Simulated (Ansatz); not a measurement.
An elastic constant from a strain scan in Li

The calculation used Ansatz, DFT r2SCAN, scalar-relativistic, plane waves, PAW. Cutoff 500 eV, Γ-centred 20×20×20 k-points, Gaussian smearing of 0.15 eV. No spin polarisation. Energies are free energies at this smearing, counted from the undisturbed cell; pressure is positive in compression.

Zero of the scan (as given, not relaxed at this level; it stands at -0.3 GPa):

```
Li
1.0
    -1.75000    1.75000    1.75000
     1.75000   -1.75000    1.75000
     1.75000    1.75000   -1.75000
Li
1
Direct
  0.00000 0.00000 0.00000
```

The cell is strained by ε times the Voigt pattern (0, 0, 0, 1, 0, 0) (xx, yy, zz, yz, xz, xy; engineering shear) with fractional coordinates fixed. The cell holds 1 atom in V0 = 21.44 Å³. The stress column is τ = (1/V0) dE/dε, got from the stress tensor σ (compression positive) at each point as −det(1 + εP) σ : P(1 + εP)⁻¹, with P the pattern as a tensor.

```csv
ε,ΔE (meV/atom),τ (GPa)
-0.0875,5.933,-0.991
-0.0750,4.385,-0.860
-0.0500,1.963,-0.585
-0.0250,0.490,-0.294
0.0000,0.000,0.000
0.0250,0.490,0.294
0.0500,1.963,0.585
0.0750,4.385,0.860
0.0875,5.933,0.991
0.1000,?,?
```

Q: Which combination of elastic constants does this scan measure, and how large is it?

A: For small ε, τ = τ0 + Kε with K = pᵀCp, which for this pattern is C44 in the cubic axes. The parabola through τ at ε = -0.0250, 0 and 0.0250 has slope K = 11.7 GPa at zero. The energies per cell, E = NΔE, of the same two points give K = 2[E(ε₊)/ε₊ − E(ε₋)/ε₋]/[(ε₊ − ε₋)V0] = 11.7 GPa, in agreement.

Q: Predict the withheld row at ε = 0.1000 from the harmonic law, and compare.

A: ΔE = V0(τ0 ε + Kε²/2)/N = 7.855 meV/atom and τ = 1.17 GPa. The calculation gives 7.698 meV/atom and 1.12 GPa, a miss of 2.0 % of the harmonic energy, so the harmonic law still holds here.

In a metal these slopes depend on the k mesh and the smearing.